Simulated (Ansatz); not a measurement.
Te₂Mo in space group P2_1/m (No. 11; Pearson symbol mP12), LDA in the plane-wave PAW code Ansatz, all energies at zero smearing, with the estimated change up to a 700 eV cutoff added, with one set of potentials and settings (totals compare only within such a set). Cell of 12 atoms (8 Te, 4 Mo): -73993.015 eV.

```json
[
 {"element": "Te", "reference phase": "P3_121, 3 atoms in the cell", "E (eV/atom)": "-6827.2741"},
 {"element": "Mo", "reference phase": "Im-3m, 1 atoms in the cell", "E (eV/atom)": "-4842.8866"}
]
```

Formation energy per atom, worked out: (-73993.015 − 8×(-6827.2741) − 4×(-4842.8866))/12 = -0.273 eV/atom (-26 kJ per mol of atoms), at 0 K, without zero-point energy or fitted corrections.

The workflow started from an entry of the Crystallography Open Database (COD), which files this formula under 2 space groups. It is not the phase usual at ambient conditions (space group No. 194). Symmetry was held in the LDA relaxation; its stability against distortions is not shown here. The run is not spin-polarised. A crystal of weakly bound layers computed without a dispersion correction: the cell and the soft elastic constants depend strongly on that. The references are the lowest solids computed at this level, not always the standard phases. Scalar-relativistic: spin–orbit coupling is off unless named, which matters more the heavier the elements.

Potentials: the earlier of the program's two PAW sets. The files were generated under PBE; for other functionals the program regenerates the frozen cores, and for LDA and PBEsol the local potential too.
